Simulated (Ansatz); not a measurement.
Given:

Zr2Ga3Cu:
Space group Cm (No. 8); a = 9.9162 Å, b = 4.1207 Å, c = 6.5934 Å, α = γ = 90.00°, β = 131.49°

| atom | site | symmetry | x | y | z |
|---|---|---|---|---|---|
| Zr | 2a | m | 0.0416 | 0.5000 | 0.7987 |
| Zr | 2a | m | 0.4549 | 0.0000 | 0.2077 |
| Ga | 2a | m | 0.3505 | 0.5000 | 0.3858 |
| Ga | 2a | m | 0.3265 | 0.5000 | 0.7924 |
| Ga | 2a | m | 0.1602 | 0.0000 | 0.2053 |
| Cu | 2a | m | 0.1664 | 0.0000 | 0.6101 |
(The calculation used a cell of 6 atoms; values per cell refer to that cell.)

This is the r²SCAN-relaxed structure.

Problem. All from plane-wave PAW r²SCAN (Ansatz code), unless another level is named. Predict the formation energy from the elements (no fitted shifts).

Solution. -0.60 eV/atom.

Problem. Next, the density of states at the Fermi level?

Solution. 0.33 states/eV per atom (mean over ±0.08 eV).

The first step of the workflow began from a Materials Project structure, measured or hypothetical; the Crystallography Open Database copy checked does not list it. With Ga and Cu taken as one species the cell has the higher symmetry Ima2, so it may be an ordered model of a mixed-site phase. Its standing as an ambient phase is unchecked. Symmetry was held in the r²SCAN relaxation; whether a distortion lowers the energy is not shown. No spin polarisation was allowed. Axis ratios of metals converge slowly with the k-mesh, so a and c are less sure than the volume. The references are the lowest solids computed at this level, not always the standard phases. Scalar-relativistic: spin–orbit coupling is off unless named, which matters more the heavier the elements.

Potentials: the earlier of the program's two PAW sets.
